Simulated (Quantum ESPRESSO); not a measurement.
# Computed records: Ge (made-up cell, one site empty)

All values are calculated (Quantum ESPRESSO 7.5). Calculation on a made-up crystal cell, not a measurement: periodic Kohn-Sham density functional theory in plane waves with PseudoDojo standard norm-conserving scalar-relativistic pseudopotentials, each functional with its own files (v0.5 for PBE, v0.4.1 for LDA and PBEsol), no spin polarisation, no spin-orbit coupling, atoms not relaxed, stress positive in tension, energies less a fixed whole-eV offset for each atom's element; levels are Kohn-Sham levels at fractions of this cell's reciprocal vectors, counted from the reference band (half the neutral cell's valence electrons, rounded up) at Gamma; error bars cover cutoff and k-mesh only, not smearing or the files; added strain carries the atoms with the cell, and shear is the tensor component; each bar is the largest change over components, and at least 0.002 eV, 0.002 eV per angstrom or 0.02 GPa; energies are for the whole cell, and the offsets were chosen from early runs and are not element reference energies.

Settings shared by all entries: lattice type zincblende/diamond; empty site 1; functional pbe; cutoff 1061 eV; fermi dirac smearing 0.1 eV; scf tolerance 1e-07 eV; electrons removed 0; k mesh 6 x 6 x 6, shifted by half a step.

```json
{"entry": 1, "formula": "Ge", "kind": "made-up cell, one site empty", "structure": {"cell_angstrom": [[5.8126, 0.0, 0.0], [0.0, 5.8126, 0.0], [0.0, 0.0, 5.8126]], "atoms_fractional": [["Ge", -0.00265, 0.52677, 0.5149], ["Ge", 0.48025, -0.00991, 0.48572], ["Ge", 0.48605, 0.51185, -0.02613], ["Ge", 0.2811, 0.23938, 0.25522], ["Ge", 0.26408, 0.75957, 0.75333], ["Ge", 0.7428, 0.24908, 0.75887], ["Ge", 0.74917, 0.73666, 0.23766]]}, "given": {"atom_site": [2, 3, 4, 5, 6, 7, 8], "atom_energy_offset [eV]": [-2430, -2430, -2430, -2430, -2430, -2430, -2430]}, "results": {"free_energy_less_offsets [eV]": -0.9087, "smearing_term_minus_ts [eV]": -0.07864, "scf_iterations": 10, "pressure [GPa]": -0.7999, "stress_xx [GPa]": 0.3006, "stress_yy [GPa]": 0.7818, "stress_zz [GPa]": 1.317, "stress_yz [GPa]": 2.515, "stress_xz [GPa]": -1.529, "stress_xy [GPa]": 1.845, "force_site": [2, 3, 4, 5, 6, 7, 8], "force_x [eV/angstrom]": [0.2369, 2.071, 0.9441, -1.743, -1.588, 0.2693, -0.1902], "force_y [eV/angstrom]": [-1.23, -0.5546, -1.164, 1.891, 0.8199, -0.341, 0.5788], "force_z [eV/angstrom]": [-0.286, 0.7408, 1.274, -0.8455, -0.2058, -0.6149, -0.06269], "fermi_level [eV]": 0.03047, "reference_band": 49, "level_k_point": ["Gamma", "(1/2,1/2,1/2)", "(0.15,0,0)", "(0,0.15,0)", "(0,0,0.15)"], "next_band_up [eV]": [0.6012, 0.04432, 0.5969, 0.7118, 0.5889], "error_bar_energy [eV]": 0.003497, "error_bar_stress [GPa]": 0.02, "error_bar_force [eV/angstrom]": 0.003391, "error_bar_next_band_up [eV]": 0.002, "error_bar_fermi_level [eV]": 0.006987, "error_bars_from": "tighter rerun of a related cell"}}
{"entry": 2, "formula": "Ge", "kind": "made-up cell, one site empty", "structure": {"cell_angstrom": [[5.8126, 0.0, 0.0], [0.0, 5.8126, 0.0], [0.0, 0.0, 5.8126]], "atoms_fractional": [["Ge", -0.00265, 0.52677, 0.5149], ["Ge", 0.48025, -0.00991, 0.48572], ["Ge", 0.48605, 0.51185, -0.02613], ["Ge", 0.2811, 0.23938, 0.25522], ["Ge", 0.26408, 0.75957, 0.75333], ["Ge", 0.7428, 0.24908, 0.75887], ["Ge", 0.74917, 0.74581, 0.23766]]}, "given": {"atom_site": [2, 3, 4, 5, 6, 7, 8], "atom_energy_offset [eV]": [-2430, -2430, -2430, -2430, -2430, -2430, -2430]}, "results": {"free_energy_less_offsets [eV]": -0.9325, "smearing_term_minus_ts [eV]": -0.0786, "scf_iterations": 10, "pressure [GPa]": -0.9122, "stress_xx [GPa]": 0.3435, "stress_yy [GPa]": 0.9674, "stress_zz [GPa]": 1.426, "stress_yz [GPa]": 2.397, "stress_xz [GPa]": -1.315, "stress_xy [GPa]": 1.944, "force_site": [2, 3, 4, 5, 6, 7, 8], "force_x [eV/angstrom]": [0.155, 1.991, 1.01, -1.75, -1.567, 0.2522, -0.08996], "force_y [eV/angstrom]": [-1.128, -0.4749, -1.065, 1.911, 0.7677, -0.3272, 0.3167], "force_z [eV/angstrom]": [-0.3678, 0.8094, 1.356, -0.8296, -0.2268, -0.6027, -0.1382], "fermi_level [eV]": -0.01894, "reference_band": 49, "level_k_point": ["Gamma", "(1/2,1/2,1/2)", "(0.15,0,0)", "(0,0.15,0)", "(0,0,0.15)"], "next_band_up [eV]": [0.5732, 0.02806, 0.5581, 0.6893, 0.5564], "error_bar_energy [eV]": 0.003497, "error_bar_stress [GPa]": 0.02, "error_bar_force [eV/angstrom]": 0.003391, "error_bar_next_band_up [eV]": 0.002, "error_bar_fermi_level [eV]": 0.006987, "error_bars_from": "tighter rerun of a related cell"}}
{"entry": 3, "formula": "Ge", "kind": "made-up cell, one site empty", "structure": {"cell_angstrom": [[5.8126, 0.0, 0.0], [0.0, 5.8126, 0.0], [0.0, 0.0, 5.8126]], "atoms_fractional": [["Ge", -0.00265, 0.52677, 0.5149], ["Ge", 0.48025, -0.00991, 0.48572], ["Ge", 0.48605, 0.51185, -0.02613], ["Ge", 0.2811, 0.23938, 0.25522], ["Ge", 0.26408, 0.75957, 0.75333], ["Ge", 0.7428, 0.24908, 0.75887], ["Ge", 0.74917, 0.75667, 0.23766]]}, "given": {"atom_site": [2, 3, 4, 5, 6, 7, 8], "atom_energy_offset [eV]": [-2430, -2430, -2430, -2430, -2430, -2430, -2430]}, "results": {"free_energy_less_offsets [eV]": -0.9425, "smearing_term_minus_ts [eV]": -0.07854, "scf_iterations": 10, "pressure [GPa]": -1.016, "stress_xx [GPa]": 0.346, "stress_yy [GPa]": 1.192, "stress_zz [GPa]": 1.508, "stress_yz [GPa]": 2.241, "stress_xz [GPa]": -1.071, "stress_xy [GPa]": 2.073, "force_site": [2, 3, 4, 5, 6, 7, 8], "force_x [eV/angstrom]": [0.06724, 1.882, 1.078, -1.757, -1.542, 0.2319, 0.04108], "force_y [eV/angstrom]": [-1.007, -0.3767, -0.9516, 1.934, 0.7081, -0.3102, 0.003501], "force_z [eV/angstrom]": [-0.4555, 0.9029, 1.441, -0.8107, -0.2514, -0.5877, -0.2389], "fermi_level [eV]": -0.07633, "reference_band": 49, "level_k_point": ["Gamma", "(1/2,1/2,1/2)", "(0.15,0,0)", "(0,0.15,0)", "(0,0,0.15)"], "next_band_up [eV]": [0.5387, 0.005539, 0.5122, 0.6614, 0.5181], "error_bar_energy [eV]": 0.003497, "error_bar_stress [GPa]": 0.02, "error_bar_force [eV/angstrom]": 0.003391, "error_bar_next_band_up [eV]": 0.002, "error_bar_fermi_level [eV]": 0.006987, "error_bars_from": "tighter rerun of a related cell"}}
```
